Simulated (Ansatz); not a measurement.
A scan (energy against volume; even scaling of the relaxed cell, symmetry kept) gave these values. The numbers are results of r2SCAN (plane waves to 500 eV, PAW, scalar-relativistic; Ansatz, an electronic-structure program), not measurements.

| Quantity | Result |
|---|---|
| Bulk modulus at fixed cell shape B₀ (third-order Birch-Murnaghan fit) | 211 GPa |
| Pressure derivative B₀′ (fit) | 4.8 |
| Equilibrium volume of the fit | 12.09 Å³/atom |

Task: Of these crystals, all scanned alike, which one is it?
(A) ZnO (wurtzite)
(B) Re (hcp, Mg type)
(C) SnO₂ (rutile)

Result: C, SnO₂ (rutile). The others have, for the bulk modulus at fixed cell shape: Re 387 GPa, ZnO 150 GPa

All were relaxed with their symmetry unable to fall. Re is run without spin polarisation. Spin-orbit coupling is left out. With the shape held, the modulus is that of even scaling; a crystal free to change shape is softer.

(Under strain, the slope of the energy per volume gives the stress and its curvature an elastic modulus.)
